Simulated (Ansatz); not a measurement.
The start is a generated cell, Co built in the hcp structure type. Cell shape, volume and atoms are optimised at zero target pressure with PBEsol (plane waves to 420 eV, PAW, scalar-relativistic; Ansatz, a first-principles code). The first steps use a coarse 15×15×8 k-mesh.

Starting cell:
```
Co
1.0
    2.51000     0.00000     0.00000
   -1.25500     2.17372     0.00000
    0.00000     0.00000     4.07122
Co
2
Direct
  0.33333   0.66667   0.75000
  0.66667   0.33333   0.25000
```
Spin-polarised start, with parallel moments on Co.

| Quantity | Value |
|---|---|
| Initial pressure | -14.0 GPa (negative: the cell is under tension) |
| Outcome | The space group stays P6₃/mmc (No. 194) (the run could not lower it); the end is hcp (Mg type), with 2 atoms in the primitive magnetic cell |
| Energy released | 0.03 eV/atom |
| Volume change | -6.6 %, from 11.11 to 10.38 Å³/atom |
| Shortest distances (start → end) | The closest pairs of elements (up to four, under 3.6 Å), start → end: Co–Co 2.50 → 2.44 Å |
| Band gap at the end | zero (metallic) |
| Moments at the end | net 1.58 μB/atom, ferromagnetic |
| Optimiser moves | 7 |

Final values are on a 22×22×12 k-mesh of the relaxed cell. Spin state reached: ferromagnetic (net 1.58 μB/atom), from parallel starting moments; other spin orders were not run from this start.

The run could not lose the symmetry of its start; a randomly shaken copy of 2 atoms returns to this structure.

All atoms sit on sites fixed by symmetry, so only the cell could relax.
